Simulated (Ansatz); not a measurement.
This run works on a generated trial structure, not on a known crystal.

Input and command of a plane-wave DFT calculation in Ansatz:

```yaml
crystal:
  lattice:
    - [-2.41521272, 2.41521272, 5.36518078]
    - [2.41521272, -2.41521272, 5.36518078]
    - [2.41521272, 2.41521272, -5.36518078]
  atoms:
    - { symbol: La, position: [0.50532052, 0.00532052, 0.5] }
    - { symbol: La, position: [0.00532052, 0.50532052, 0.5] }
    - { symbol: "Y", position: [0.28520557, 0.78520557, 0.5] }
    - { symbol: "Y", position: [0.78520557, 0.28520557, 0.5] }
    - { symbol: O, position: [0.8995071, 0.8995071, 0.0] }
basis:
  ecutwfc: 420
kpoints:
  mp_grid: { grid: [5, 5, 5] }
hamiltonian:
  xc: pbe
scf:
  occupations: { method: gaussian, width: 0.2 }
  lower_state_search: "off"
output:
  forces: true
  stress: true
  eigenvalues: true
relax:
  adjacent_minimum: "off"
  f_tol: 0.08
  max_steps: 16
  cell: { stress_tol: 0.8 }
```

```bash
ansatz run input.yaml --threads 1 --pin off --max-ram 2560MiB --backend cpu --events-out ev --progress --plain --runs-dir out
```

Processor: Arm Neoverse V2, 1 thread, on a host shared with other jobs.

**Question.** How long does it run, and how much memory does it take?

**Answer.** About 2.3 min, peak memory 0.46 GiB. It solves 30 bands at 18 k points (after reduction by symmetry) with about 2951 plane waves (on the last cell), in 113 SCF iterations over 14 ionic steps.
